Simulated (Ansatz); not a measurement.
ScAl3:
```
CELL_PARAMETERS angstrom
     -2.00321     2.00321     4.37703
      2.00321    -2.00321     4.37703
      2.00321     2.00321    -4.37703
ATOMIC_POSITIONS crystal
  Al 0.50000 0.50000 0.00000
  Al 0.75000 0.25000 0.50000
  Al 0.25000 0.75000 0.50000
  Sc 0.00000 0.00000 0.00000
```

Relaxed with r²SCAN.

### Question
Which orbitals make up the states near the Fermi level in DFT-r²SCAN in the program Ansatz with PAW potentials?

### Answer
Within 0.5 eV of the Fermi level: Sc 3d 48 %, Al 3p 40 %, Al 3s 7 %. Projections are on Löwdin-orthogonalised atomic valence shells; empty p or d shells of many metals are not among them.

### Question
Tabulate the density of states.

### Answer
States/eV per cell of 4 atoms, in 0.25 eV bins, energy from the Fermi level.

```csv
E (eV),total,Al 3p,Sc 3d,Al 3s
-7.85,0.71,0.34,0.02,0.29
-7.60,0.75,0.37,0.02,0.30
-7.35,0.86,0.43,0.03,0.34
-7.10,0.73,0.37,0.04,0.28
-6.85,0.83,0.44,0.05,0.29
-6.60,1.06,0.57,0.07,0.36
-6.35,1.05,0.56,0.08,0.35
-6.10,1.04,0.55,0.10,0.34
-5.85,0.85,0.46,0.09,0.28
-5.60,0.77,0.42,0.08,0.25
-5.35,0.88,0.48,0.09,0.26
-5.10,1.03,0.56,0.10,0.31
-4.85,1.24,0.66,0.12,0.39
-4.60,1.27,0.65,0.15,0.41
-4.35,1.17,0.61,0.15,0.36
-4.10,1.11,0.59,0.15,0.32
-3.85,1.15,0.64,0.15,0.29
-3.60,1.28,0.77,0.17,0.28
-3.35,1.35,0.85,0.18,0.26
-3.10,1.22,0.81,0.16,0.20
-2.85,1.54,1.00,0.21,0.27
-2.60,1.59,0.97,0.24,0.31
-2.35,1.57,0.91,0.29,0.31
-2.10,1.75,1.10,0.31,0.28
-1.85,1.78,1.11,0.35,0.25
-1.60,2.03,1.23,0.46,0.26
-1.35,2.30,1.37,0.58,0.26
-1.10,2.50,1.49,0.72,0.21
-0.85,2.70,1.47,0.92,0.22
-0.60,2.34,1.15,0.90,0.20
-0.35,2.01,0.90,0.85,0.17
-0.10,1.90,0.79,0.88,0.14
0.15,2.02,0.75,1.05,0.13
0.40,1.75,0.57,0.98,0.12
0.65,1.27,0.39,0.73,0.07
0.90,1.05,0.31,0.65,0.04
1.15,0.86,0.24,0.57,0.02
1.40,1.17,0.32,0.70,0.05
1.65,1.44,0.46,0.72,0.10
1.90,2.37,0.88,0.96,0.26
2.15,3.30,1.05,1.47,0.39
2.40,3.44,0.98,1.68,0.37
2.65,3.02,0.78,1.52,0.31
2.90,3.44,0.71,1.98,0.30
3.15,4.16,0.73,2.60,0.40
3.40,2.30,0.57,1.00,0.42
3.65,1.42,0.39,0.47,0.38
3.90,3.36,0.63,1.52,0.84
4.15,2.49,0.54,1.04,0.56
4.40,3.49,0.81,1.53,0.71
4.65,3.88,1.09,1.54,0.72
```

Space group I4/mmm. A made-up cell: these elements were put on the sites of a structure type; the Crystallography Open Database copy checked does not list it. Whether it is the stable phase at ambient conditions was not checked. Symmetry was held in the r²SCAN relaxation; its stability against distortions is not shown here. The run is not spin-polarised.

Potentials: the later of the program's two PAW sets.
